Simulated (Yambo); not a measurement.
Yambo run on Mg$_{2}$P$_{2}$O$_{7}$ (space group C2/m, No. 12). The wavefunctions are norm-conserving PBEsol (Quantum ESPRESSO, 84 Ry, without SOC) ones on a 2×2×4 mesh (36 occupied bands); a = b = 5.2437 Å, c = 4.4980 Å, α = β = 98.26°, γ = 104.23°.

Yambo input:

```
rim_cut
gw0
dyson
el_el_corr
HF_and_locXC
ppa
em1d
RandQpts= 1000000
RandGvec= 1 Ry
EXXRLvcs= 84 Ry
VXCRLvcs= 336 Ry
Chimod= "HARTREE"
% BndsRnXp
 3 | 230 |
%
NGsBlkXp= 8 Ry
% LongDrXp
 1.0 | 1.0 | 1.0 |
%
PPAPntXp= 27.2114 eV
% GbndRnge
 1 | 152 |
%
GTermKind= "BG"
DysSolver= "n"
ExtendOut
% QPkrange
 1 | 1 | 36 | 37 |
 3 | 3 | 36 | 36 |
%
```

k points by index: 1 = Γ, 3 = (0, 0, -0.5).

Table of the .qp output:

```
#    K-point    Band    Eo [eV]    E [eV]    E-Eo [eV]    Vxc [eV]    Vnlxc [eV]    Sc|Eo [eV]    Sc|E [eV]    dSc/dw|Eo [eV]    Re(Z)    Im(Z)
#
    1    36    -0.256410    -1.794397    -1.537987    -19.99250    -25.83548    3.965204    4.304986    -6.011317    0.819059    -0.977751E-3
    1    37    5.574025    6.707093    1.133068    -12.50601    -7.699167    -3.499636    -3.673780    -4.181930    0.866789    -0.718444E-3
    3    36    0.000000    -1.563401    -1.563401    -19.95550    -25.81151    3.944371    4.292617    -6.060923    0.817838    -0.998840E-3
```
(The two width columns are left out.) Convergence of these settings isn't established.

Geometry of the Materials Project entry, not relaxed at this level.
